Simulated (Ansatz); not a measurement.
Si2Mo:
```
CELL_PARAMETERS angstrom
      0.00000     3.99574     4.36476
      2.28801     0.00000     4.36476
      2.28801     3.99574     0.00000
ATOMIC_POSITIONS crystal
  Si 0.66388 0.33612 0.66388
  Si 0.33612 0.66388 0.33612
  Si 0.58612 0.91388 0.58612
  Si 0.91388 0.58612 0.91388
  Mo 0.00000 0.00000 0.00000
  Mo 0.25000 0.25000 0.25000
```

This is the r²SCAN-relaxed structure.

**Question.** All from the program Ansatz at the r²SCAN level (PAW), unless another level is named. Predict the electronic character.

**Answer.** metallic (no gap).

**Question.** Predict the formation energy from the elements (no fitted shifts).

**Answer.** -385 meV/atom.

**Question.** Predict the density of states at the Fermi level.

**Answer.** 0.09 states/eV per atom (mean over ±0.08 eV).

Space group Fddd. The cell is a constructed one: a structure type filled with these elements; neither database checked (COD, Materials Project) lists it. It is not the phase usual at ambient conditions (space group No. 139). The r²SCAN relaxation kept the symmetry of its start; whether a distortion lowers the energy is not shown. The run is not spin-polarised. The references are the lowest solids computed at this level, not always the standard phases. Spin–orbit coupling is left out wherever it is not named.

Potentials: the later of the program's two PAW sets.
